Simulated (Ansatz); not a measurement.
BeS:
```cif
data_Be4S4
_chemical_formula_sum 'S4 Be4'
_space_group_name_H-M_alt 'Fm-3m'
_space_group_IT_number 225
_space_group_name_Hall '-F 4 2 3'
_cell_length_a 4.62925
_cell_length_b 4.62925
_cell_length_c 4.62925
_cell_angle_alpha 90.000
_cell_angle_beta 90.000
_cell_angle_gamma 90.000
loop_
_atom_site_label
_atom_site_type_symbol
_atom_site_symmetry_multiplicity
_atom_site_Wyckoff_symbol
_atom_site_fract_x
_atom_site_fract_y
_atom_site_fract_z
_atom_site_occupancy
S1 S 4 a 0.00000 0.00000 0.00000 1
Be1 Be 4 b 0.50000 0.50000 0.50000 1
```
(The calculation used a cell of 2 atoms; values per cell refer to that cell.)

Relaxed with PBE.

Q: Give the optical modes at the zone centre with their infrared and Raman activity from DFPT, DFT-PBE in the program Ansatz with PAW potentials.

A: Transverse frequencies, without the LO–TO term; a row sums one degenerate level.

| ω (cm⁻¹) | degeneracy | IR ((D/Å)²/amu) | Raman (Å⁴/amu) | activity | symmetry |
|---|---|---|---|---|---|
| 234i | 3 | 81.67 | 0 | IR | T1u |

Q: How high does the top mode go among those that the LO–TO term moves?

A: 454 cm⁻¹ for q along x.

A made-up cell: these elements were put on the sites of a structure type; neither database checked (COD, Materials Project) lists it. COD files the formula under space group No. 216, so this cell is another polymorph or a model. Its standing as an ambient phase is unchecked. The PBE relaxation kept the symmetry of its start. At this level the phase is dynamically unstable (imaginary phonons).

Potentials: the later of the program's two PAW sets.
